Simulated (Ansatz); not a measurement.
Total density of states per atom from LDA (plane waves, PAW; program Ansatz), in 0.25 eV bins, energy from the valence-band maximum:

```
E (eV)  states/eV/atom
------  --------------
-7.90             0.23
-7.65             0.64
-7.40             0.41
-7.15             0.60
-6.90             0.39
-6.65             0.50
-6.40             0.22
-6.15             0.16
-5.90             0.13
-5.65             0.12
-5.40             0.11
-5.15             0.12
-4.90             0.29
-4.65             0.56
-4.40             0.76
-4.15             0.58
-3.90             0.36
-3.65             0.62
-3.40             0.74
-3.15             0.72
-2.90             0.86
-2.65             1.04
-2.40             0.95
-2.15             0.90
-1.90             0.60
-1.65             0.44
-1.40             0.40
-1.15             0.22
-0.90             0.14
-0.65             0.10
-0.40             0.06
-0.15             0.03
0.10              0.00
0.35              0.00
0.60              0.00
0.85              0.00
1.10              0.11
1.35              0.23
1.60              0.56
1.85              0.72
2.10              0.75
2.35              0.87
2.60              0.60
2.85              0.16
3.10              0.04
3.35              0.41
3.60              0.82
3.85              0.82
4.10              0.59
4.35              1.03
4.60              1.22
4.85              0.69
5.10              0.20
5.35              0.14
5.60              0.29
```

Q: Pick the material that matches.
A. GaSe, R3m (Ga on 3a, Ga on 3a, Se on 3a, Se on 3a)
B. GaN, wurtzite
C. Ge2BN, R3m (B on 3a, N on 3a, Ge on 3a, Ge on 3a)
D. GaN, zinc blende

A: A, GaSe, R3m (Ga on 3a, Ga on 3a, Se on 3a, Se on 3a). Top 1 eV of the valence band: Se 4p 68 %, Ga 4p 21 %, Ga 4s 7 %. Bottom 1 eV of the conduction band: Ga 4p 38 %, Se 4p 31 %, Ga 4s 18 %, Se 4s 6 %, outside the projected shells 7 %. Projections are on Löwdin-orthogonalised atomic valence shells; empty p or d shells of many metals are not among them.

The first step of the workflow began from a Materials Project structure, measured or hypothetical; the Crystallography Open Database copy checked does not list it. It is not the phase usual at ambient conditions (space group No. 194). Symmetry was held in the LDA relaxation; whether a distortion lowers the energy is not shown. A crystal of weakly bound layers computed without a dispersion correction: the cell and the soft elastic constants depend strongly on that. Spin–orbit coupling is left out wherever it is not named.

Potentials: the earlier of the program's two PAW sets. The files were generated under PBE; for other functionals the program regenerates the frozen cores, and for LDA and PBEsol the local potential too.
